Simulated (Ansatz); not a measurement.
**V: structures and their energies**

3 relaxations of V ended in 3 distinct structures. Level of theory: PBEsol-D3(BJ) (plane waves to 420 eV, PAW, scalar-relativistic; Ansatz, a quantum-chemistry and plane-wave program).

| # | space group | Pearson | type | E − E(lowest) (eV/atom) | V (Å³/atom) | coordination | runs ending here |
|---|---|---|---|---|---|---|---|
| 1 | Im-3m | cI2 | bcc (W type) | 0.00 | 12.39 | V 8 (cubic)+6 | 1 |
| 2 | P6/mmm | hP1 | – | 0.54 | 13.00 | – | 1 |
| 3 | Pm-3m | cP1 | simple cubic type | 0.93 | 13.34 | V 6 (octahedral) | 1 |

Coordination numbers (neighbours up to the widest gap in distance over summed covalent radii, below 1.35; n+m marks a second, longer set). All are gapless at this level. Im-3m, cI2, bcc (W type) is the lowest of the structures calculated here.

```cif
data_V2
_chemical_formula_sum 'V2'
_space_group_name_H-M_alt 'Im-3m'
_space_group_IT_number 229
_space_group_name_Hall '-I 4 2 3'
_cell_length_a 2.91574
_cell_length_b 2.91574
_cell_length_c 2.91574
_cell_angle_alpha 90.000
_cell_angle_beta 90.000
_cell_angle_gamma 90.000
loop_
_atom_site_label
_atom_site_type_symbol
_atom_site_symmetry_multiplicity
_atom_site_Wyckoff_symbol
_atom_site_fract_x
_atom_site_fract_y
_atom_site_fract_z
_atom_site_occupancy
V1 V 2 a 0.00000 0.00000 0.00000 1
```
(The calculation used a cell of 1 atom; values per cell refer to that cell.)

Each run could gain symmetry but not lose that of its start, so entries can be saddle points. From databases, or of a type measured for this composition: Im-3m, cI2, bcc (W type); the others are generated cells (placed on structure types, drawn at random, substituted or restacked) that were not matched to a known phase here. Energies are at zero temperature and pressure, without zero-point motion. Each cell has its own k-point mesh; energy differences are given only to the digits this allows. No spin polarisation in the result.
